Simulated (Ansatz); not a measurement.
La₃InN:
```yaml
crystal:
  lattice:
    - [5.13907, 0.00000, 0.00000]
    - [0.00000, 5.13907, 0.00000]
    - [0.00000, 0.00000, 5.13907]
  atoms:
    - { symbol: La, position: [0.50000, 0.50000, 0.00000] }
    - { symbol: La, position: [0.00000, 0.50000, 0.50000] }
    - { symbol: La, position: [0.50000, 0.00000, 0.50000] }
    - { symbol: N, position: [0.50000, 0.50000, 0.50000] }
    - { symbol: In, position: [0.00000, 0.00000, 0.00000] }
```

Relaxed with r²SCAN. Special points in fractions of this cell's reciprocal vectors: Γ (0.000, 0.000, 0.000); X (0.000, 0.500, 0.000); M (0.500, 0.500, 0.000); R (0.500, 0.500, 0.500).

Task: List the band energies nearest the Fermi level at these points for r²SCAN with spin–orbit coupling (plane waves, PAW; program Ansatz).

Result: In eV from the Fermi level; about four levels below and three above (degenerate sets whole), none deeper than 8.9 eV; points with the same levels are listed once.

```
k                                below                          above
-  -----------------------------------  -----------------------------
Γ  -0.79 -0.79 -0.79 -0.79 -0.79 -0.79  0.61 0.61 0.81 0.81 0.81 0.81
X              -0.80 -0.80 -0.45 -0.45            0.57 0.57 1.20 1.20
M              -1.48 -1.48 -1.43 -1.43  1.14 1.14 1.18 1.18 1.19 1.19
R  -4.44 -4.44 -4.44 -4.44 -4.42 -4.42  0.00 0.00 0.02 0.02 0.02 0.02
```

Space group Pm-3m (anti-perovskite). The workflow started from an entry of the Crystallography Open Database (COD). Whether it is the stable phase at ambient conditions was not checked. Symmetry was held in the r²SCAN relaxation; whether a distortion lowers the energy is not shown. With an odd number of electrons in the cell and no spin polarisation, the count alone makes it a metal.

Potentials: the later of the program's two PAW sets.
